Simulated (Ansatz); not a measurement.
## Equation of state of HfB2 from a dense series

```xyz
3
Lattice="3.1400 0.0000 0.0000 -1.5700 2.7193 0.0000 0.0000 0.0000 3.4800" Properties=species:S:1:pos:R:3 pbc="T T T"
Hf    0.0000    0.0000    0.0000
B     0.0000    1.8129    1.7400
B     1.5700    0.9064    1.7400
```

Atom numbers follow the list: Hf1, B2, B3.

The geometry is COD entry 1510711, unchecked; take it as a test cell.

Spin–orbit coupling is left out, though it moves levels of the heavy atoms by tenths of an eV or more.

Method: DFT, PBEsol, all-electron LAPW, scalar-relativistic in Ansatz 0.2.0.

Settings: a Γ-centred 13×13×11 k mesh, Fermi–Dirac smearing of 0.05 eV, basis error target 0.5 meV/atom, no spin polarisation.

The cell is scaled evenly. Fractional coordinates are held (clamped ions).

| V (Å³/atom) | P (GPa) |
| --- | --- |
| 9.509 | 6.53 |
| 9.707 | 0.84 |
| 9.806 | -1.80 |
| 9.905 | -4.31 |
| 10.004 | -6.70 |
| 10.103 | -8.97 |
| 10.301 | -13.20 |
| 10.499 | -17.04 |

Q: Fit a third-order Birch–Murnaghan curve to the pressures.

A: P = (3B0/2)(y^(7/2) − y^(5/2))[1 + (3/4)(B0′ − 4)(y − 1)] with y = (V0/V)^(2/3) fits within 0.01 GPa for V0 = 9.738 Å³/atom, B0 = 261.8 GPa and B0′ = 3.87.

Q: Predict the pressure at the withheld volume, 9.311 Å³/atom.

A: There y = 1.0304, so the fit gives 12.81 GPa; the run gave 12.81 GPa.
